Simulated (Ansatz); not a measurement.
A geometry of ZrS$_{2}$ away from equilibrium: step 2 of the relaxation of a relaxed ZrS2 cell with one S and one Zr atom exchanged in a cell of 3 atoms. Computed with PBE (plane waves to 420 eV, PAW, scalar-relativistic; Ansatz, a quantum-chemistry and plane-wave program). Γ-centred k-mesh 7×7×4 on the run's cell (coarser than for final values), Fermi–Dirac smearing 0.05 eV. The plane waves were selected for a different cell earlier on the path.

```
CELL_PARAMETERS angstrom
      3.63945     0.00000     0.00000
     -1.81972     3.15185     0.00000
      0.00000     0.00000     6.59159
ATOMIC_POSITIONS crystal
  S  0.00000 0.00000 0.98304
  S  0.33333 0.66667 0.24283
  Zr 0.66667 0.33333 0.77413
```

Problem. Give the Cartesian forces on all atoms (eV/Å).

Solution. 
| atom | Fx | Fy | Fz |
|---|---|---|---|
| S1 | 0.00 | 0.00 | -1.37 |
| S2 | 0.00 | 0.00 | 2.59 |
| Zr3 | 0.00 | 0.00 | -1.22 |

The path ends in P-3m1 (No. 164) (CdI2 type). No spin polarisation in the result. No dispersion correction is included, so spacings between layers, chains or molecules are soft and tend to come out too large.

The run could not lose the symmetry of its start.
